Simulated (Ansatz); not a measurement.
Be$_{2}$B:
```yaml
crystal:
  lattice:
    - [0.00000, 2.25307, 2.25307]
    - [2.25307, 0.00000, 2.25307]
    - [2.25307, 2.25307, 0.00000]
  atoms:
    - { symbol: Be, position: [0.25000, 0.25000, 0.25000] }
    - { symbol: Be, position: [0.75000, 0.75000, 0.75000] }
    - { symbol: B, position: [0.00000, 0.00000, 0.00000] }
```

Relaxed with LDA. Special points in fractions of this cell's reciprocal vectors: Γ (0.000, 0.000, 0.000); X (0.500, 0.000, 0.500); U (0.625, 0.250, 0.625); K (0.375, 0.375, 0.750); L (0.500, 0.500, 0.500); W (0.500, 0.250, 0.750).

Problem. List the band energies nearest the Fermi level at these points for LDA (plane waves, PAW; program Ansatz).

Solution. In eV from the Fermi level; about four levels below and three above (degenerate sets whole), none deeper than 8.9 eV; … stands for higher levels left out; points with the same levels are listed once.

| k | below | above |
|---|---|---|
| Γ | – | 2.88 2.88 2.88 |
| X | -7.14 -4.80 -2.59 -2.59 | 3.64 5.74 … |
| U | -6.80 -4.84 -4.31 -1.83 | 5.01 8.81 … |
| L | -8.00 -6.68 | 0.59 0.59 5.47 5.47 |
| W | -6.53 -4.26 -3.90 -3.90 | 7.76 … |

Space group Fm-3m (fluorite or antifluorite type). The workflow started from an entry of the Crystallography Open Database (COD). Its standing as an ambient phase is unchecked. The cell was relaxed with LDA under the symmetry of its start; phonons on a q-mesh show no instability.

Potentials: the later of the program's two PAW sets.
